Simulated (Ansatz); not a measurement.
**Field gradients at the nuclei in Ti₃Al**

The cell is an entry of the Crystallography Open Database (COD) (the entry's cell lengths or inner coordinates differ somewhat from later room-temperature determinations), taken as it stands.

```
CELL_PARAMETERS angstrom
5.76400 0.00000 0.00000
-2.88200 4.99177 0.00000
0.00000 0.00000 4.66400
ATOMIC_POSITIONS crystal
Ti 0.83330 0.16670 0.25000
Ti 0.66660 0.83330 0.75000
Ti 0.83330 0.66660 0.25000
Ti 0.16670 0.83330 0.75000
Ti 0.33340 0.16670 0.25000
Ti 0.16670 0.33340 0.75000
Al 0.33333 0.66667 0.25000
Al 0.66667 0.33333 0.75000
```

Atom numbers follow the list; atoms alike are taken as one site, whose name carries the number of the first.

Computed with Ansatz: DFT, PBE, plane waves and PAW, scalar-relativistic, 420 eV cutoff, Γ-centred 7×7×7 k-points, Fermi–Dirac smearing 0.05 eV.

Conventions: |V_zz| ≥ |V_yy| ≥ |V_xx|, η = (V_xx − V_yy)/V_zz, C_Q = eQV_zz/h. ν_Q = 3|C_Q|/[2I(2I − 1)].

Ti-49: I = 7/2, Q = 247.0 mb; Al-27: I = 5/2, Q = 146.6 mb. Nuclear quadrupole moments: year-2017 set (Pyykkö).

```csv
site,atoms (order as listed),first shell,C_Q (MHz),η,ν_Q (MHz)
Ti,"1, 2, 3, 4, 5, 6","4 Al at 2.86–2.88 Å, 8 Ti at 2.86–2.88 Å",-8.85,0.04,0.632
Al,"7, 8",12 Ti at 2.86–2.88 Å,0.830,0.00,0.125
```

An axis of threefold or higher order runs through Al, so V_zz lies along it and η is zero.

The largest force is 0.3 eV/Å, so the atoms aren't at the calculated equilibrium and relaxing them would move these values. The run finds no gap above 0.1 eV (a metal, or nearly one), so the gradients can move by 10 % or more with the k-mesh.

Hardware: 1 thread of Arm Neoverse V2 (aarch64; 8 cores open to the job, memory cap 3.0 GiB, no GPU), a shared host with a load of 0.2 a core. Wall time 13 s, CPU time 13 s, peak memory 0.49 GiB.
